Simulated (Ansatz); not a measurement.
**Two states of VClO**

```
V Cl O
1.0
     3.77784    0.00000    0.00000
     0.00000    3.29811    0.00000
     0.00000    0.00000    7.90548
V Cl O
2 2 2
Direct
  0.00000 0.50000 0.11480
  0.50000 0.00000 0.88520
  0.00000 0.00000 0.32790
  0.50000 0.50000 0.67210
  0.00000 0.00000 0.95420
  0.50000 0.50000 0.04580
```

Method: r2SCAN; PAW, plane waves to 500 eV, 6×6×3 Γ-centred mesh, fermi-dirac occupations (width 0.1 eV) (Ansatz 0.2.0), atoms fixed.

State A: V1 up, V2 up (collinear spin). State B: V1 up, V2 down (collinear spin).

Question: Compare the two self-consistent states.

Answer: State A is lower by 5.4 meV an atom at zero smearing. So small a gap isn't resolved on this mesh where a state is a metal.

| state | free energy (meV/atom) | largest moment in a small sphere (μB) | net moment (μB/cell) | gap on mesh (eV) | pressure (GPa) | largest force (eV/Å) |
| --- | --- | --- | --- | --- | --- | --- |
| A | 0.0 | 1.53 | 4.00 | 0.16 | 1.0 | 0.11 |
| B | 5.7 | 1.50 | 0.00 | 0.21 | 1.1 | 0.14 |

Origin: a database entry at a rescaled volume. Caveats: semilocal functionals often miss the gap of such magnets; the k mesh is coarse if the cell is a metal; the gap is not wide against the smearing.
